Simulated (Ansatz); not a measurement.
Ag:
```cif
data_Ag
_chemical_formula_sum 'Ag1'
_space_group_name_H-M_alt 'P 1'
_space_group_IT_number 1
_cell_length_a 2.77992
_cell_length_b 2.77992
_cell_length_c 2.70427
_cell_angle_alpha 90.000
_cell_angle_beta 90.000
_cell_angle_gamma 120.000
loop_
_space_group_symop_operation_xyz
  'x, y, z'
loop_
_atom_site_label
_atom_site_type_symbol
_atom_site_fract_x
_atom_site_fract_y
_atom_site_fract_z
_atom_site_occupancy
Ag1 Ag 0.00000 0.00000 0.00000 1
```

Relaxed with PBEsol.

Question: Which orbitals make up the states near the Fermi level in plane-wave PAW PBEsol (Ansatz code)?

Answer: Within 0.5 eV of the Fermi level: Ag 5s 55 %, Ag 4d 15 %, outside the projected shells 30 %. Projections are on Löwdin-orthogonalised atomic valence shells; empty p or d shells of many metals are not among them.

Question: Tabulate the density of states.

Answer: States/eV per cell of 1 atom, in 0.25 eV bins, energy from the Fermi level.

```csv
E (eV),total,Ag 4d,Ag 5s
-7.50,0.00,0.00,0.00
-7.25,0.04,0.00,0.03
-7.00,0.07,0.00,0.07
-6.75,0.10,0.01,0.09
-6.50,0.15,0.02,0.12
-6.25,0.58,0.40,0.18
-6.00,1.98,1.68,0.29
-5.75,3.25,2.93,0.31
-5.50,3.60,3.27,0.31
-5.25,2.94,2.74,0.18
-5.00,2.89,2.69,0.18
-4.75,2.17,2.02,0.13
-4.50,2.91,2.77,0.11
-4.25,2.61,2.51,0.08
-4.00,2.96,2.89,0.05
-3.75,3.64,3.57,0.06
-3.50,2.94,2.86,0.06
-3.25,3.43,3.29,0.12
-3.00,2.58,2.46,0.10
-2.75,1.45,1.33,0.11
-2.50,1.01,0.89,0.11
-2.25,0.70,0.57,0.11
-2.00,0.22,0.08,0.12
-1.75,0.22,0.07,0.13
-1.50,0.23,0.07,0.14
-1.25,0.23,0.06,0.14
-1.00,0.24,0.06,0.14
-0.75,0.25,0.05,0.15
-0.50,0.25,0.05,0.15
-0.25,0.26,0.04,0.15
0.00,0.27,0.04,0.14
0.25,0.26,0.04,0.14
0.50,0.26,0.03,0.14
0.75,0.25,0.03,0.13
1.00,0.25,0.03,0.13
1.25,0.24,0.02,0.12
1.50,0.23,0.02,0.12
1.75,0.26,0.02,0.13
2.00,0.26,0.02,0.14
2.25,0.26,0.02,0.13
2.50,0.25,0.02,0.12
2.75,0.25,0.02,0.11
3.00,0.24,0.01,0.10
3.25,0.23,0.01,0.09
3.50,0.30,0.02,0.13
3.75,0.38,0.02,0.19
4.00,0.40,0.02,0.18
4.25,0.41,0.02,0.17
4.50,0.40,0.02,0.15
4.75,0.43,0.01,0.13
```

Space group P6/mmm (simple hexagonal). The start of the workflow was typed in or built on a structure type; neither database checked (COD, Materials Project) lists it. It is not the phase usual at ambient conditions (space group No. 225). The PBEsol relaxation kept the symmetry of its start. At this level the phase is mechanically unstable. No spin polarisation was allowed. Spin–orbit coupling is left out wherever it is not named.

Potentials: the later of the program's two PAW sets.
